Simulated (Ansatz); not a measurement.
Relaxed-ion elastic tensor of CaO (rock salt, Fm-3m) in GPa (Voigt order), PBEsol in the plane-wave PAW code Ansatz; density 3.44 g/cm³, 13.54 Å³ per atom.

```
 228  59.3  59.3   0.0   0.0   0.0
59.3   228  59.3   0.0   0.0   0.0
59.3  59.3   228   0.0   0.0   0.0
 0.0   0.0   0.0  77.4   0.0   0.0
 0.0   0.0   0.0   0.0  77.4   0.0
 0.0   0.0   0.0   0.0   0.0  77.4
```

Problem. Is the crystal mechanically stable?

Solution. Yes: the smallest eigenvalue of C is 77.4 GPa.

Problem. Work out the Voigt, Reuss and Hill averages.

Solution. K_V = 116, K_R = 116, K_H = 116; G_V = 80.2, G_R = 80.1, G_H = 80.1 GPa.

Problem. Give Young's modulus, Poisson's ratio, Pugh's ratio and the universal anisotropy index.

Solution. E = 9KG/(3K + G) = 195 GPa; ν = 0.22; K/G = 1.44 (brittle by the Pugh limit of 1.75); A_U = 5G_V/G_R + K_V/K_R − 6 = 0.01.

Problem. Estimate the sound speeds and the Debye temperature.

Solution. v_l = √((K + 4G/3)/ρ) = 8040 m/s, v_t = √(G/ρ) = 4830 m/s, mean 5340 m/s; Θ = (h/k)(3n/4πV)^(1/3) v_m = 667 K.

Problem. Give the Zener ratio and Young's modulus along [100], [110] and [111].

Solution. A = 2C44/(C11 − C12) = 0.92; 1/E = S11 − 2(S11 − S12 − S44/2)Γ with Γ = 0, 1/4, 1/3 gives 204, 193, 190 GPa.

Problem. Solve the Christoffel equation for the three sound speeds along [100], [110], [111].

Solution. Eigenvalues of C_ijkl n_j n_l equal ρv². In km/s, slowest first: [100] 4.74, 4.74, 8.15; [110] 4.74, 4.96, 8.02; [111] 4.89, 4.89, 7.98.

The PBEsol relaxation kept the symmetry of its start.

Potentials: the later of the program's two PAW sets.
